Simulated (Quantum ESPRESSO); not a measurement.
# CsPbCl$_{2}$F (changed cell): field gradients at the nuclei

```
CsPbCl2F
1.0
    4.79880     0.00000     0.00000
    0.00000     5.84226     0.00000
    0.00000     0.00000     5.84226
Cs Pb F Cl
1 1 1 2
Direct
  0.00000   0.00000   0.00000
  0.50000   0.50000   0.50000
  0.00000   0.50000   0.50000
  0.50000   0.00000   0.50000
  0.50000   0.50000   0.00000
```
The cell was made here from a computed Materials Project entry: one of 3 Cl replaced by F, cell and atoms relaxed (PBE without dispersion, pw.x of a modified build of Quantum ESPRESSO, symmetry kept). The parent is CsPbCl3 in Pm-3m. The swapped cell is a model, not a known phase. Stability against distortions was not tested.

Convention: |Vzz| is the largest principal value, η_Q = (Vxx − Vyy)/Vzz, |C_Q| = |eQVzz/h|. Cores are frozen. Against all-electron runs on small test molecules, this scheme's |Vzz| missed by −6 to +4 % (−29 % in KF) on F, −3 to −9 % on Cl. Cs, Pb had no test against all-electron runs. Spin–orbit coupling is left out, a limit on Cs, Pb.

Quadrupole moments taken as inputs (sizes, barn, from the tables of PySCF and pymatgen): ¹³³Cs 0.00343, ³⁵Cl 0.0817.

Task: What do the calculations give at each independent site (field gradients by PBE PAW (JTH datasets; density from pw.x of Quantum ESPRESSO, gradients reconstructed from it by a script), 25 Ha, k-mesh 4×4×4 through Γ)?

Result: 
| site | site symmetry | Vzz (a.u.) | η_Q | ∣C_Q∣ (MHz) |
|---|---|---|---|---|
| Cs (atom 1) | 4/mmm | 0.090 | 0.00 | 0.072 (¹³³Cs) |
| Pb (atom 2) | 4/mmm | -0.593 | 0.00 | – |
| F (atom 3) | 4/mmm | 0.658 | 0.00 | – |
| Cl (atoms 4, 5) | mmm | 0.752 | 0.26 | 14.4 (³⁵Cl) |
